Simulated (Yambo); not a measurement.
Yambo run on MgS (zinc blende, space group F-43m, No. 216) under isotropic strain of -1.5 % on all lattice vectors. The wavefunctions come from this Quantum ESPRESSO step (PBEsol, PseudoDojo standard norm-conserving files, scalar-relativistic):

```
&CONTROL
  calculation = 'nscf'
  pseudo_dir = './pseudo'
  outdir = './out'
/
&SYSTEM
  ibrav = 0
  nat = 2
  ntyp = 2
  ecutwfc = 84.0
  ecutrho = 336.0
  occupations = 'fixed'
  force_symmorphic = .true.
  nbnd = 103
/
&ELECTRONS
  conv_thr = 2e-09
  diago_full_acc = .true.
  diago_thr_init = 1e-08
/
ATOMIC_SPECIES
Mg 24.3050 Mg.upf
S 32.0600 S.upf
CELL_PARAMETERS angstrom
  0.000000000000   2.783794649798   2.783794649798
  2.783794649798   0.000000000000   2.783794649798
  2.783794649798   2.783794649798   0.000000000000
ATOMIC_POSITIONS crystal
Mg   0.000000000000   0.000000000000   0.000000000000
S   0.250000000000   0.250000000000   0.250000000000
K_POINTS automatic
4 4 4 0 0 0
```

Yambo input:

```
rim_cut
gw0
dyson
el_el_corr
HF_and_locXC
ppa
em1d
RandQpts= 1000000
RandGvec= 1 Ry
EXXRLvcs= 84 Ry
VXCRLvcs= 336 Ry
Chimod= "HARTREE"
% BndsRnXp
 5 | 100 |
%
NGsBlkXp= 10 Ry
% LongDrXp
 1.0 | 1.0 | 1.0 |
%
PPAPntXp= 27.2114 eV
% GbndRnge
 1 | 100 |
%
GTermKind= "BG"
DysSolver= "n"
ExtendOut
% QPkrange
 1 | 1 | 8 | 9 |
 3 | 3 | 8 | 9 |
 8 | 8 | 8 | 9 |
%
```

k points by index: 1 = Γ, 3 = L, 8 = W.

Table of the .qp output:

```
#    K-point    Band    Eo [eV]    E [eV]    E-Eo [eV]    Vxc [eV]    Vnlxc [eV]    Sc|Eo [eV]    Sc|E [eV]    dSc/dw|Eo [eV]    Re(Z)    Im(Z)
#
    1    8    0.000000    -1.367725    -1.367725    -12.95236    -16.32281    1.626577    2.002719    -7.482770    0.784319    -0.001545
    1    9    3.535423    4.064293    0.528871    -9.224529    -5.083419    -3.497137    -3.612239    -5.920782    0.821296    -0.001370
    3    8    -0.347074    -1.735307    -1.388232    -12.82569    -16.31149    1.713135    2.097569    -7.534727    0.783146    -0.001572
    3    9    5.159879    5.903665    0.743786    -9.471019    -5.007563    -3.559066    -3.719670    -5.874619    0.822442    -0.001379
    8    8    -1.449919    -2.839875    -1.389956    -11.75843    -15.39976    1.865745    2.251379    -7.548782    0.782829    -0.001642
    8    9    5.415111    5.915695    0.500584    -8.753737    -4.599582    -3.541191    -3.653572    -6.107190    0.816701    -0.001464
```
(The two width columns are left out.) Convergence of these settings isn't established.

Geometry strained from the cell relaxed with PBEsol, atoms relaxed again.

This is not the ordinary phase of the substance; no match was found in the copy of COD used, and its stability was not checked.
